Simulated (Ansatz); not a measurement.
**Relaxing an invented Li₃B₂H₉ structure**

Method: DFT PBE, scalar-relativistic, plane waves, PAW in Ansatz. Cutoff 420 eV, Gaussian smearing, Γ-centred meshes. Cell and atoms relax first on a coarse mesh and then on a finer one. In between, the cell is made exact in the group found at 0.06 Å. In metals the finer mesh still leaves noise of several meV/atom or more. The steps can't lower the symmetry of their start. No spin polarisation.

Recipe of this trial structure of Li₃B₂H₉: perovskite family, AX3 layers stacked ABC (P-3m1, No. 164) (A site Li; B site B vacant; X site H). The dimensions are guesses.

```cif
data_structure
_symmetry_space_group_name_H-M 'P-3m1'
_symmetry_Int_Tables_number 164
_cell_length_a 4.7817
_cell_length_b 4.7817
_cell_length_c 6.0249
_cell_angle_alpha 90.000
_cell_angle_beta 90.000
_cell_angle_gamma 120.000
_cell_volume 119.30
loop_
_atom_site_label
_atom_site_type_symbol
_atom_site_symmetry_multiplicity
_atom_site_Wyckoff_symbol
_atom_site_fract_x
_atom_site_fract_y
_atom_site_fract_z
_atom_site_occupancy
Li1 Li 2 d 0.33333 0.66667 0.83333 1
Li2 Li 1 b 0.00000 0.00000 0.50000 1
B1 B 2 d 0.33333 0.66667 0.33333 1
H1 H 6 i 0.83333 0.66667 0.83333 1
H2 H 3 f 0.50000 0.00000 0.50000 1
```

Formation energies are uncorrected and refer to the elements' standard structures at the same level (H₂ as a molecule).

Question: Which structure results?

Answer: The symmetry stays P-3m1 (No. 164). The volume per atom shrinks by 28.9 %, from 8.5 to 6.1 Å³. The shortest distance goes from 1.71 Å (B–H) to 1.29 Å (B–H). The energy falls by about 0.31 eV/atom (the start's value is from the coarse mesh). Conventional cell: a = 4.301 Å, c = 5.292 Å. Li on a site of symmetry 3m has 12 H at 2.04–2.27 Å; Li on a site of symmetry -3m has 12 H at 2.15–2.17 Å; B is surrounded by 3 H at 1.29 Å and 3 H at 1.65 Å; H on a site of symmetry m has 1 B at 1.29 Å, 4 H at 1.96–2.08 Å and 4 Li at 2.15–2.27 Å; H on a site of symmetry 2/m is surrounded by 2 B at 1.65 Å, 4 Li at 2.04–2.15 Å and 8 H at 2.08–2.15 Å.

```cif
data_structure
_symmetry_space_group_name_H-M 'P-3m1'
_symmetry_Int_Tables_number 164
_cell_length_a 4.3009
_cell_length_b 4.3009
_cell_length_c 5.2920
_cell_angle_alpha 90.000
_cell_angle_beta 90.000
_cell_angle_gamma 120.000
_cell_volume 84.78
loop_
_atom_site_label
_atom_site_type_symbol
_atom_site_symmetry_multiplicity
_atom_site_Wyckoff_symbol
_atom_site_fract_x
_atom_site_fract_y
_atom_site_fract_z
_atom_site_occupancy
Li1 Li 2 d 0.33333 0.66667 0.80609 1
Li2 Li 1 b 0.00000 0.00000 0.50000 1
B1 B 2 d 0.33333 0.66667 0.29581 1
H1 H 6 i 0.81892 0.63784 0.82157 1
H2 H 3 f 0.50000 0.00000 0.50000 1
```

Question: Give its energy and gap.

Answer:

* Energy over the elements: +0.04 eV/atom
* Gap on the 12×12×8 mesh of the 14-atom cell: 0 eV (a metal)

It can't be a ground state, since the elements alone are lower.

The last run used Gaussian smearing of 0.10 eV. For metals, differences of a few meV/atom aren't resolved. With hydrogen, zero-point motion can shift formation energies by some tens of meV/atom. Symmetry constrained the relaxation, so the result can be a saddle point. In all, the 3 runs took 2.1 min on 1 thread of Intel(R) Xeon(R) Processor @ 2.70GHz (shared host). Another cell of Li3B2H9 relaxed alike, in Cm, lies 0.36 eV/atom lower, so this cell isn't the stable form at this level.
